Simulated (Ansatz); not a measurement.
An element in the fcc structure gives these cold pressures by all-electron LAPW under PBEsol (Ansatz 0.2.0, scalar-relativistic, no spin polarisation).

```
V (Å³/atom)  P (GPa)
      11.32     0.03
      10.64    12.15
       9.96     29.5
       9.05     65.2
       8.15    124.4
       7.24    225.1
       6.22    434.6
       5.09    935.1
```

(1) Which element is it?

Answers

(1) Cu. Its zero-pressure volume in this structure is near 11.3 Å³/atom; the volume and the steepness of P(V) together point to it, though neighbours can come close. Other candidates weren't computed, and some may come near.
